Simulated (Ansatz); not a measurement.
Ta2O5:
```
CELL_PARAMETERS angstrom
      3.83946     0.00000     0.00000
      0.00000     3.85986     0.00000
     -1.91608     0.00000     6.50390
ATOMIC_POSITIONS crystal
  Ta 0.64618 0.00000 0.79214
  Ta 0.35382 0.00000 0.20786
  O  0.64995 0.50000 0.79906
  O  0.35005 0.50000 0.20094
  O  0.18528 0.00000 0.87028
  O  0.81472 0.00000 0.12972
  O  0.50000 0.00000 0.50000
```

PBEsol in the plane-wave PAW code Ansatz gives a gap of 2.16 eV without spin–orbit coupling, maximum at E, minimum at B.

Task: What happens when spin–orbit coupling is switched on?

Result: The gap falls by 0.02 eV, to 2.14 eV; maximum at E, minimum at B.

Task: Give the electron effective mass with spin–orbit coupling.

Result: 0.23, 0.35, 7.3 mₑ (principal values).

Space group Cmmm. The first step of the workflow began from a Materials Project structure, measured or hypothetical; the Crystallography Open Database copy checked does not list it. COD files the formula under space group No. 49, so this cell is another polymorph or a model. Its standing as an ambient phase is unchecked. Symmetry was held in the PBEsol relaxation; of distortions, only those at the zone centre were tested, and some modes there are weakly imaginary. The run is not spin-polarised.

Potentials: the later of the program's two PAW sets.
